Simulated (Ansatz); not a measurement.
Ge:
```yaml
crystal:
  lattice:
    - [0.00000, 2.86032, 5.07366]
    - [2.58977, 0.00000, 5.07366]
    - [2.58977, 2.86032, 0.00000]
  atoms:
    - { symbol: Ge, position: [0.78463, 0.78463, 0.21537] }
    - { symbol: Ge, position: [0.21537, 0.21537, 0.78463] }
    - { symbol: Ge, position: [0.27483, 0.72517, 0.27483] }
    - { symbol: Ge, position: [0.72517, 0.27483, 0.72517] }
```

Relaxed with r²SCAN.

### Question
Map the electron localisation function on the plane through (0.785, 0.785, 0.215) spanned by u = [1, 1, -1] and v = [1, -1, 1] in lattice vectors, from r²SCAN in the plane-wave PAW code Ansatz.

### Answer
x is the fraction of u, y of v (the angle between them is 90°; rows are the nearest grid lines); atoms in the plane: Ge at (0.00, 0.00), Ge at (0.50, 0.50), Ge at (0.43, 0.00), Ge at (0.93, 0.50), Ge at (0.22, 0.27), Ge at (0.72, 0.77), Ge at (0.22, 0.73), Ge at (0.72, 0.23).
```
y \ x   0.000  0.100  0.175  0.275  0.375  0.450  0.550  0.625  0.725  0.825  0.900   1.00
------  -----  -----  -----  -----  -----  -----  -----  -----  -----  -----  -----  -----
1.00    0.076  0.441  0.256  0.339  0.184  0.022  0.426  0.382  0.722  0.261  0.422  0.076
0.931   0.047  0.507  0.414  0.468  0.315  0.075  0.401  0.418  0.473  0.302  0.430  0.047
0.862   0.373  0.632  0.405  0.455  0.444  0.384  0.311  0.377  0.130  0.373  0.409  0.373
0.759   0.431  0.524  0.080  0.260  0.443  0.434  0.387  0.408  0.044  0.473  0.379  0.431
0.690   0.438  0.415  0.083  0.255  0.295  0.459  0.523  0.506  0.118  0.602  0.474  0.438
0.621   0.416  0.336  0.340  0.383  0.302  0.400  0.407  0.613  0.382  0.624  0.360  0.416
0.552   0.373  0.257  0.543  0.534  0.383  0.218  0.210  0.532  0.318  0.505  0.066  0.373
0.448   0.373  0.257  0.543  0.535  0.383  0.217  0.210  0.532  0.319  0.504  0.066  0.373
0.379   0.416  0.336  0.340  0.383  0.303  0.400  0.407  0.613  0.382  0.624  0.360  0.416
0.310   0.438  0.415  0.083  0.255  0.295  0.459  0.523  0.505  0.118  0.601  0.474  0.438
0.241   0.431  0.524  0.080  0.260  0.443  0.434  0.387  0.408  0.066  0.473  0.379  0.431
0.138   0.372  0.632  0.405  0.454  0.444  0.384  0.311  0.377  0.129  0.374  0.409  0.372
0.0690  0.047  0.507  0.414  0.468  0.315  0.075  0.401  0.417  0.473  0.301  0.430  0.047
0.000   0.076  0.441  0.256  0.339  0.184  0.022  0.426  0.382  0.722  0.261  0.422  0.076
```

The density is the valence pseudo-density with augmentation charge, so density and ELF within about 1 Å of a nucleus are not all-electron values.

Space group Fmmm. The first step of the workflow began from a Materials Project structure, measured or hypothetical; the Crystallography Open Database copy checked does not list it. It is not the phase usual at ambient conditions (space group No. 227). Symmetry was held in the r²SCAN relaxation; phonons show weakly imaginary modes.

Potentials: the later of the program's two PAW sets.
